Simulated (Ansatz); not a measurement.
Input and command of a plane-wave DFT calculation in Ansatz:

```yaml
crystal:
  lattice:
    - [4.668420868, 0.0, 0.0]
    - [0.0, 4.668420868, 0.0]
    - [0.0, 0.0, 9.336841736]
  atoms:
    - { symbol: In, position: [0.0, 0.5, 0.2463920596] }
    - { symbol: In, position: [0.0, 0.5, 0.7463920596] }
    - { symbol: In, position: [0.5, 0.0, 0.2463920596] }
    - { symbol: In, position: [0.5, 0.0, 0.7463920596] }
    - { symbol: In, position: [0.5, 0.5, -0.0112002195] }
    - { symbol: In, position: [0.5, 0.5, 0.4887997805] }
    - { symbol: Se, position: [0.0, 0.0, 0.0267756493] }
    - { symbol: Se, position: [0.0, 0.0, 0.5267756493] }
basis:
  ecutwfc: 420
kpoints:
  mp_grid: { grid: [10, 10, 6] }
hamiltonian:
  xc: pbesol
scf:
  occupations: { method: gaussian, width: 0.15 }
output:
  forces: true
  stress: true
  eigenvalues: true
```

```bash
ansatz run input.yaml --threads 2 --pin off --max-ram 5120MiB --backend cpu --events-out ev --progress --plain --runs-dir out
```

Processor: Intel(R) Xeon(R) Platinum 8488C (Sapphire Rapids), 2 threads, on a host shared with other jobs.

Task: How long does it run, and how much memory does it take?

Result: About 36 s on 2 threads of Intel(R) Xeon(R) Platinum 8488C (Sapphire Rapids), with other jobs on the host, peak memory 1 GiB. It solves 66 bands at 84 k points (the mesh reduced by the symmetry that the task leaves, which can be less than the crystal's) with about 3919 plane waves, in 8 SCF iterations.
